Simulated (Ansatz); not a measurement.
This is a relaxation of cell and atoms with the plane-wave code Ansatz on SnTeS4 placed in the structure of NaHoF4 (space group No. 123); the level of theory is PBEsol. It starts from a supercell of the PBEsol minimum, slightly strained and with each coordinate displaced at random by about 0.06 Å.

```yaml
crystal:
  lattice:
    - [4.6660570889, -0.0183725574, -0.0502319032]
    - [-0.0183725574, 4.6739014491, -0.0165011035]
    - [-0.0644847594, -0.021183145, 6.0425964779]
  atoms:
    - { symbol: Sn, position: [0.0057088688, -0.0028819488, -7.01847e-05] }
    - { symbol: Te, position: [0.4898803283, 0.4958995976, 0.5140176823] }
    - { symbol: S, position: [0.4822560962, 0.0224950132, 0.7641988707] }
    - { symbol: S, position: [-0.0087861494, 0.4894693182, 0.2372486582] }
    - { symbol: S, position: [0.4995202622, 0.0150697143, 0.2543470889] }
    - { symbol: S, position: [-0.0015112264, 0.4868370964, 0.7434063036] }
kpoints:
  mp_grid: { grid: [4, 4, 4] }
hamiltonian:
  xc: pbesol
scf:
  occupations: { method: fermi_dirac, width: 0.05 }
relax:
  f_tol: 0.01
  cell: {}
  max_steps: 120
output:
  write_density: true
  write_potential: true
  elf: true
  volumetric_format: npy
```

Of the 34 recorded frames of the trajectory, 22 are shown, each with positions in Å and forces in eV/Å. Some frames, the last among them, repeat a geometry solved again on a basis re-selected at its cell; pressure is positive in compression.

Step 1: energy 0.0 meV/atom from step 1, largest force component 0.565 eV/Å, pressure +0.85 GPa
```xyz
6
Lattice="4.6661 -0.0184 -0.0502 -0.0184 4.6739 -0.0165 -0.0645 -0.0212 6.0426" Properties=species:S:1:pos:R:3:forces:R:3 pbc="T T T"
Sn    0.0267   -0.0136   -0.0007   -0.1929   -0.1484    0.2933
Te    2.2436    2.2979    3.0732   -0.0394   -0.0507   -0.5208
S     2.2005    0.0801    4.5931    0.3063   -0.2699    0.0481
S    -0.0653    2.2829    1.4260    0.0487    0.3066   -0.0404
S     2.3141    0.0559    1.5116    0.0348   -0.1599    0.5652
S    -0.0639    2.2597    4.4841   -0.1573    0.3223   -0.3454
```

Step 2: energy -29.7 meV/atom from step 1, largest force component 0.474 eV/Å, pressure -0.27 GPa
```xyz
6
Lattice="4.7166 0.0011 -0.0508 0.0011 4.7103 -0.0198 -0.0662 -0.0260 6.0171" Properties=species:S:1:pos:R:3:forces:R:3 pbc="T T T"
Sn    0.0443    0.0456    0.0606    0.0089    0.1281   -0.3144
Te    2.2367    2.2447    2.9620   -0.0560   -0.1286    0.2912
S     2.3028   -0.0039    4.6197   -0.0820    0.0786    0.4741
S    -0.0638    2.4163    1.3737   -0.0117   -0.2307   -0.3449
S     2.3522   -0.0582    1.6576    0.0040    0.2325    0.2153
S    -0.1176    2.3898    4.3438    0.1368   -0.0798   -0.3213
```

Step 3: energy -52.6 meV/atom from step 1, largest force component 0.527 eV/Å, pressure -0.57 GPa
```xyz
6
Lattice="4.7193 0.0104 -0.0689 0.0106 4.7183 -0.0061 -0.0893 -0.0084 6.0541" Properties=species:S:1:pos:R:3:forces:R:3 pbc="T T T"
Sn    0.0478    0.0532    0.0466    0.1021    0.1390   -0.2184
Te    2.2148    2.2420    2.9823   -0.0528   -0.0485    0.2399
S     2.3005    0.0008    4.7367   -0.1308    0.1155    0.5266
S    -0.0681    2.4213    1.2918   -0.0264   -0.2050   -0.3970
S     2.3457   -0.0486    1.7836   -0.0129    0.1586    0.0013
S    -0.1256    2.4355    4.2637    0.1209   -0.1595   -0.1525
```

Step 4: energy -81.7 meV/atom from step 1, largest force component 0.278 eV/Å, pressure +0.43 GPa
```xyz
6
Lattice="4.6519 0.0152 -0.1004 0.0160 4.6883 0.0260 -0.1277 0.0335 6.1729" Properties=species:S:1:pos:R:3:forces:R:3 pbc="T T T"
Sn    0.0664    0.0628    0.0249    0.1822    0.0710    0.0356
Te    2.1423    2.2428    3.0584   -0.0097    0.1199    0.0008
S     2.2369    0.0520    5.0148   -0.1132    0.0150    0.0040
S    -0.0796    2.3835    1.1449   -0.0168    0.0254   -0.0645
S     2.2903   -0.0105    1.9668   -0.0352   -0.0684   -0.2534
S    -0.1287    2.4405    4.1956   -0.0073   -0.1627    0.2775
```

Step 5: energy -102.3 meV/atom from step 1, largest force component 0.402 eV/Å, pressure +0.30 GPa
```xyz
6
Lattice="4.5816 0.0097 -0.1124 0.0106 4.6252 0.0314 -0.1396 0.0417 6.4224" Properties=species:S:1:pos:R:3:forces:R:3 pbc="T T T"
Sn    0.0953    0.0655   -0.0064    0.0234   -0.0314    0.2808
Te    2.0849    2.2379    3.2184    0.0015    0.0729   -0.2922
S     2.1820    0.0739    5.2683    0.1476   -0.0408   -0.3321
S    -0.0684    2.3342    1.1233    0.0025    0.2339    0.1672
S     2.2277    0.0170    2.0714   -0.0445   -0.1463   -0.2256
S    -0.1346    2.3601    4.3479   -0.1304   -0.0883    0.4019
```

Step 6: energy -132.8 meV/atom from step 1, largest force component 0.149 eV/Å, pressure -0.04 GPa
```xyz
6
Lattice="4.5239 0.0016 -0.1218 0.0024 4.5073 0.0345 -0.1478 0.0472 6.7153" Properties=species:S:1:pos:R:3:forces:R:3 pbc="T T T"
Sn    0.1360    0.0862   -0.0076    0.0089    0.0255    0.1332
Te    2.0239    2.1855    3.3671   -0.0863   -0.0511   -0.1485
S     2.1708    0.0930    5.4738    0.0700   -0.0599   -0.0962
S    -0.0542    2.3051    1.1993   -0.0020    0.0797    0.0784
S     2.1628    0.0072    2.1131    0.0261    0.0237   -0.0795
S    -0.1703    2.2361    4.6041   -0.0168   -0.0179    0.1126
```

Step 7: energy -148.1 meV/atom from step 1, largest force component 0.181 eV/Å, pressure -0.49 GPa
```xyz
6
Lattice="4.5079 0.0359 -0.2609 0.0374 4.4173 0.0850 -0.3255 0.1125 6.9176" Properties=species:S:1:pos:R:3:forces:R:3 pbc="T T T"
Sn    0.2135    0.1895   -0.0082    0.0991    0.0657   -0.1009
Te    1.8357    2.1311    3.3937   -0.0111   -0.1009    0.1812
S     2.0178    0.0941    5.5904   -0.0439    0.0623    0.0029
S    -0.0919    2.3406    1.2678   -0.1004   -0.0697    0.0433
S     2.2366    0.0538    2.0790    0.1170    0.0137    0.0052
S    -0.3599    2.1826    4.8076   -0.0606    0.0287   -0.1318
```

Step 8: energy -158.4 meV/atom from step 1, largest force component 0.247 eV/Å, pressure -0.45 GPa
```xyz
6
Lattice="4.5021 0.0648 -0.4295 0.0672 4.3085 0.1388 -0.5422 0.1818 7.0427" Properties=species:S:1:pos:R:3:forces:R:3 pbc="T T T"
Sn    0.3054    0.2863   -0.0506   -0.0163   -0.0705   -0.0129
Te    1.6246    2.0440    3.4245    0.2471   -0.1429    0.1635
S     1.8212    0.1341    5.6154    0.0268    0.0138   -0.0567
S    -0.1744    2.3384    1.3246   -0.2037   -0.0092   -0.1985
S     2.3505    0.0836    2.0252   -0.0748   -0.0056    0.1840
S    -0.5840    2.1578    4.9394    0.0209    0.2144   -0.0794
```

Step 9: energy -170.8 meV/atom from step 1, largest force component 0.411 eV/Å, pressure +0.92 GPa
```xyz
6
Lattice="4.5268 0.0639 -0.5329 0.0664 4.1501 0.1806 -0.6761 0.2360 7.0536" Properties=species:S:1:pos:R:3:forces:R:3 pbc="T T T"
Sn    0.3723    0.2978   -0.1228   -0.2966   -0.0798    0.4113
Te    1.5390    1.9373    3.4848    0.3476   -0.0711   -0.1571
S     1.7214    0.1681    5.5592    0.1630   -0.2167   -0.1269
S    -0.2940    2.2456    1.3368    0.0009    0.1305   -0.2434
S     2.3911    0.0698    1.9986   -0.1123    0.0306    0.0061
S    -0.6876    2.2221    4.9605   -0.1027    0.2064    0.1103
```

Step 10: energy -187.4 meV/atom from step 1, largest force component 0.400 eV/Å, pressure +1.50 GPa
```xyz
6
Lattice="4.6634 0.0238 -0.5736 0.0259 4.0266 0.2316 -0.7319 0.3023 6.8962" Properties=species:S:1:pos:R:3:forces:R:3 pbc="T T T"
Sn    0.3628    0.3043   -0.1310   -0.1631   -0.0090    0.2560
Te    1.6219    1.8157    3.4504    0.2965    0.1981   -0.2011
S     1.7323    0.1494    5.4059   -0.0072   -0.4004    0.1707
S    -0.4244    2.1903    1.3770    0.3192    0.0384   -0.2102
S     2.4685    0.0312    1.8684   -0.1878    0.3500   -0.0231
S    -0.7201    2.3716    4.8680   -0.2576   -0.1770    0.0077
```

Step 11: energy -205.8 meV/atom from step 1, largest force component 0.477 eV/Å, pressure +1.02 GPa
```xyz
6
Lattice="4.7786 -0.0490 -0.4392 -0.0483 4.0147 0.2066 -0.5601 0.2715 6.8139" Properties=species:S:1:pos:R:3:forces:R:3 pbc="T T T"
Sn    0.2631    0.2670   -0.1152    0.0555    0.1977   -0.3181
Te    1.8616    1.7888    3.4924    0.2328    0.1114    0.0610
S     1.9366    0.0231    5.4389   -0.2488   -0.1013    0.2075
S    -0.3690    2.1807    1.3771    0.1463   -0.1340   -0.0871
S     2.4229    0.0299    1.8637    0.2911    0.1169    0.0324
S    -0.5851    2.3708    4.7346   -0.4772   -0.1908    0.1043
```

Step 24: energy -275.6 meV/atom from step 1, largest force component 0.003 eV/Å, pressure 0.00 GPa
```xyz
6
Lattice="5.1549 -0.0006 -0.4015 -0.0048 3.7503 -0.0002 -0.5154 0.0056 7.0358" Properties=species:S:1:pos:R:3:forces:R:3 pbc="T T T"
Sn   -0.1185    0.0071   -0.3691    0.0022   -0.0003   -0.0028
Te    2.1911    1.8782    3.5962    0.0022    0.0007    0.0009
S     1.9551    0.0041    5.7223   -0.0008    0.0003    0.0016
S    -0.0712    1.8821    1.2612    0.0002    0.0000   -0.0017
S     2.9413    0.0055    2.0776   -0.0007   -0.0004    0.0003
S    -0.6378    1.8873    4.8044   -0.0031   -0.0003    0.0019
```

Step 25: energy -280.4 meV/atom from step 1, largest force component 0.006 eV/Å, pressure +0.30 GPa
```xyz
6
Lattice="5.1549 -0.0006 -0.4015 -0.0048 3.7503 -0.0002 -0.5154 0.0056 7.0358" Properties=species:S:1:pos:R:3:forces:R:3 pbc="T T T"
Sn   -0.1185    0.0071   -0.3691    0.0017   -0.0003   -0.0040
Te    2.1911    1.8782    3.5962    0.0018    0.0007    0.0013
S     1.9551    0.0041    5.7223   -0.0001    0.0003    0.0031
S    -0.0712    1.8821    1.2612   -0.0002    0.0000   -0.0056
S     2.9413    0.0055    2.0776   -0.0007   -0.0004    0.0000
S    -0.6378    1.8873    4.8044   -0.0025   -0.0002    0.0052
```

Step 26: energy -281.2 meV/atom from step 1, largest force component 0.059 eV/Å, pressure -0.27 GPa
```xyz
6
Lattice="5.1886 0.0039 -0.4522 -0.0002 3.7460 -0.0035 -0.5806 0.0013 7.1243" Properties=species:S:1:pos:R:3:forces:R:3 pbc="T T T"
Sn   -0.1463    0.0007   -0.3702   -0.0425    0.0117   -0.0263
Te    2.1949    1.8831    3.6259   -0.0073   -0.0027   -0.0590
S     1.9238    0.0110    5.7489   -0.0074   -0.0026    0.0184
S    -0.0851    1.8767    1.2581    0.0283   -0.0090   -0.0108
S     2.9367    0.0064    2.0921   -0.0090    0.0059    0.0538
S    -0.6714    1.8757    4.8809    0.0378   -0.0034    0.0239
```

Step 27: energy -281.3 meV/atom from step 1, largest force component 0.067 eV/Å, pressure +0.09 GPa
```xyz
6
Lattice="5.1768 0.0049 -0.4566 0.0008 3.7310 -0.0040 -0.5860 0.0008 7.1382" Properties=species:S:1:pos:R:3:forces:R:3 pbc="T T T"
Sn   -0.1536    0.0006   -0.3775   -0.0417   -0.0001    0.0299
Te    2.1863    1.8775    3.6310   -0.0164   -0.0032   -0.0668
S     1.9026    0.0119    5.7631    0.0409   -0.0009   -0.0133
S    -0.0803    1.8677    1.2522    0.0267    0.0024    0.0282
S     2.9381    0.0074    2.0990   -0.0117    0.0028    0.0451
S    -0.6698    1.8664    4.8958    0.0024   -0.0011   -0.0232
```

Step 28: energy -281.4 meV/atom from step 1, largest force component 0.033 eV/Å, pressure +0.05 GPa
```xyz
6
Lattice="5.1747 0.0049 -0.4537 0.0008 3.7307 -0.0037 -0.5822 0.0012 7.1400" Properties=species:S:1:pos:R:3:forces:R:3 pbc="T T T"
Sn   -0.1548    0.0011   -0.3738   -0.0276   -0.0018   -0.0206
Te    2.1796    1.8771    3.6262    0.0052   -0.0027   -0.0072
S     1.9079    0.0114    5.7615   -0.0123    0.0003    0.0051
S    -0.0712    1.8678    1.2579    0.0125    0.0033    0.0052
S     2.9438    0.0078    2.1043   -0.0109    0.0013    0.0109
S    -0.6756    1.8668    4.8966    0.0332   -0.0005    0.0066
```

Step 29: energy -281.6 meV/atom from step 1, largest force component 0.029 eV/Å, pressure +0.06 GPa
```xyz
6
Lattice="5.1845 0.0056 -0.4551 0.0014 3.7300 -0.0044 -0.5841 0.0003 7.1472" Properties=species:S:1:pos:R:3:forces:R:3 pbc="T T T"
Sn   -0.1777    0.0009   -0.3733   -0.0286   -0.0011   -0.0042
Te    2.1946    1.8769    3.6282   -0.0142   -0.0030    0.0231
S     1.9066    0.0118    5.7616    0.0078    0.0009    0.0083
S    -0.0649    1.8678    1.2563    0.0059    0.0004   -0.0014
S     2.9528    0.0074    2.1087    0.0074    0.0018   -0.0143
S    -0.6710    1.8647    4.9062    0.0217    0.0010   -0.0115
```

Step 30: energy -281.6 meV/atom from step 1, largest force component 0.028 eV/Å, pressure +0.02 GPa
```xyz
6
Lattice="5.2037 0.0093 -0.4640 0.0050 3.7290 -0.0070 -0.5957 -0.0030 7.1667" Properties=species:S:1:pos:R:3:forces:R:3 pbc="T T T"
Sn   -0.2242   -0.0022   -0.3721   -0.0017    0.0052    0.0219
Te    2.2198    1.8802    3.6350   -0.0203   -0.0056    0.0227
S     1.9013    0.0165    5.7639    0.0154    0.0002    0.0011
S    -0.0574    1.8661    1.2526   -0.0013   -0.0069   -0.0215
S     2.9694    0.0077    2.1160    0.0151    0.0051   -0.0281
S    -0.6642    1.8570    4.9244   -0.0073    0.0020    0.0038
```

Step 31: energy -281.7 meV/atom from step 1, largest force component 0.015 eV/Å, pressure +0.02 GPa
```xyz
6
Lattice="5.2089 0.0100 -0.4656 0.0058 3.7279 -0.0066 -0.5978 -0.0025 7.1678" Properties=species:S:1:pos:R:3:forces:R:3 pbc="T T T"
Sn   -0.2284   -0.0028   -0.3711    0.0001    0.0032    0.0083
Te    2.2232    1.8809    3.6357   -0.0139   -0.0050    0.0146
S     1.9038    0.0177    5.7645    0.0021   -0.0004   -0.0063
S    -0.0564    1.8644    1.2510    0.0018   -0.0023   -0.0004
S     2.9720    0.0090    2.1135    0.0081    0.0041   -0.0089
S    -0.6660    1.8568    4.9272    0.0019    0.0003   -0.0073
```

Step 32 (rejected): energy -281.6 meV/atom from step 1, largest force component 0.030 eV/Å, pressure +0.08 GPa
```xyz
6
Lattice="5.2197 0.0071 -0.4692 0.0028 3.7211 -0.0046 -0.6026 0.0001 7.1699" Properties=species:S:1:pos:R:3:forces:R:3 pbc="T T T"
Sn   -0.2377   -0.0002   -0.3688   -0.0027    0.0015   -0.0028
Te    2.2290    1.8737    3.6395   -0.0298   -0.0023   -0.0217
S     1.9055    0.0144    5.7602    0.0066   -0.0007    0.0190
S    -0.0541    1.8625    1.2538   -0.0038   -0.0003   -0.0126
S     2.9761    0.0086    2.1103    0.0058    0.0011    0.0055
S    -0.6713    1.8589    4.9289    0.0238    0.0007    0.0126
```

Step 33: energy -281.7 meV/atom from step 1, largest force component 0.009 eV/Å, pressure +0.01 GPa
```xyz
6
Lattice="5.2143 0.0090 -0.4670 0.0048 3.7262 -0.0054 -0.5997 -0.0010 7.1686" Properties=species:S:1:pos:R:3:forces:R:3 pbc="T T T"
Sn   -0.2318   -0.0017   -0.3705   -0.0014    0.0007   -0.0042
Te    2.2249    1.8789    3.6377   -0.0086   -0.0035   -0.0001
S     1.9056    0.0167    5.7633    0.0000   -0.0004   -0.0001
S    -0.0552    1.8639    1.2511    0.0008    0.0008    0.0029
S     2.9754    0.0094    2.1134    0.0011    0.0022   -0.0014
S    -0.6690    1.8585    4.9276    0.0081    0.0003    0.0031
```

Step 34: energy -281.8 meV/atom from step 1, largest force component 0.009 eV/Å, pressure +0.01 GPa
```xyz
6
Lattice="5.2143 0.0090 -0.4670 0.0048 3.7262 -0.0054 -0.5997 -0.0010 7.1686" Properties=species:S:1:pos:R:3:forces:R:3 pbc="T T T"
Sn   -0.2318   -0.0017   -0.3705   -0.0015    0.0007   -0.0042
Te    2.2249    1.8789    3.6377   -0.0086   -0.0035   -0.0001
S     1.9056    0.0167    5.7633    0.0001   -0.0004   -0.0001
S    -0.0552    1.8639    1.2511    0.0008    0.0008    0.0026
S     2.9754    0.0094    2.1134    0.0011    0.0022   -0.0014
S    -0.6690    1.8585    4.9276    0.0081    0.0003    0.0033
```

In 32 steps the volume changed by +4.9 %; between the first SCF and the last, each on a basis chosen for its cell, the energy fell by 282 meV an atom. At the end: space group P1 (No. 1), triclinic; a = 3.726 Å, b = 5.235 Å, c = 7.194 Å, α = 80.1°, β = 89.9°, γ = 89.8° in the conventional setting, 23.04 Å³ an atom. Around Sn lie 6 S at 2.48–2.93 Å; around Te lie 5 S at 2.46–2.84 Å; around S lie 2 Sn at 2.54–2.93 Å and 2 Te at 2.84 Å; around S lie 2 Sn at 2.48 Å; around S lie 2 Te at 2.52–2.53 Å; around S lie 1 Te at 2.46 Å and 2 Sn at 2.64 Å.

Run as `ansatz run input.yaml --threads 2 --pin off --max-ram 2211MiB --backend cpu --events-out ev --progress --plain --runs-dir out`. It took 4.8 min on 2 threads of Arm Neoverse V2, on a shared host; peak host memory 0.46 GiB.

Spin-unpolarised throughout. Whether this structure exists isn't addressed.
